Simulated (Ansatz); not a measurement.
Ga (bcc (W type), Im-3m) at seven volumes, plane-wave PAW r²SCAN (Ansatz code), scaled uniformly. One row is withheld.

| V (Å³/atom) | P (GPa) |
|---|---|
| 16.561 | 6.76 |
| 17.107 | 4.10 |
| 17.653 | 1.87 |
| 18.199 | 0.00 |
| 18.745 | -1.57 |
| 19.291 | ? |
| 19.837 | -3.91 |

Fit the shown pressures and predict the withheld one.

P = (3/2)B₀(x^(7/2) − x^(5/2))[1 + (3/4)(B′ − 4)(x − 1)] with x = (V₀/V)^(2/3). Least squares on the six rows gives V₀ = 18.199 Å³/atom, B₀ = 56.5 GPa, B′ = 5.05. At V = 19.291, x = 0.9619 and P = -2.84 GPa. The run itself gave -2.87 GPa.

The cell is a constructed one: a structure type filled with these elements; neither database checked (COD, Materials Project) lists it. It is not the phase usual at ambient conditions (space group No. 64). The r²SCAN relaxation kept the symmetry of its start. At this level the phase is mechanically unstable.

Potentials: the later of the program's two PAW sets.
